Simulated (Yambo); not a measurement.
Sr2OsH6 (space group Fm-3m, No. 225), G0W0@PBEsol (Yambo, plasmon pole, terminator in G, 4×4×4 mesh): gap Γ → X in eV by bands and screening block.

```json
[
 {"bands (W and G)": "41", "2 Ry": "3.53", "3 Ry": "___", "4 Ry": "3.60", "6 Ry": "3.63", "7 Ry": "___"},
 {"bands (W and G)": "61", "2 Ry": "___", "3 Ry": "3.52", "4 Ry": "3.56", "6 Ry": "3.59", "7 Ry": "3.60"},
 {"bands (W and G)": "90", "2 Ry": "3.43", "3 Ry": "3.51", "4 Ry": "3.56", "6 Ry": "3.59", "7 Ry": "3.61"},
 {"bands (W and G)": "123", "2 Ry": "3.43", "3 Ry": "3.51", "4 Ry": "3.57", "6 Ry": "3.60", "7 Ry": "3.63"},
 {"bands (W and G)": "159", "2 Ry": "3.43", "3 Ry": "3.51", "4 Ry": "3.57", "6 Ry": "3.61", "7 Ry": "3.63"}
]
```

Problem. Estimate the withheld gaps from their neighbours; the computed values follow.

Solution. 
- 41, 3 Ry: 3.58
- 41, 7 Ry: 3.64
- 61, 2 Ry: 3.45

The largest settings aren't shown to be the converged limit.

Spin-orbit coupling is not included.

Geometry of the Materials Project entry, not relaxed at this level; primitive cell a = b = c = 5.391 Å, α = β = γ = 60.00°.

The structure is a Materials Project entry; no match was found in the copy of COD used, and its stability was not checked.
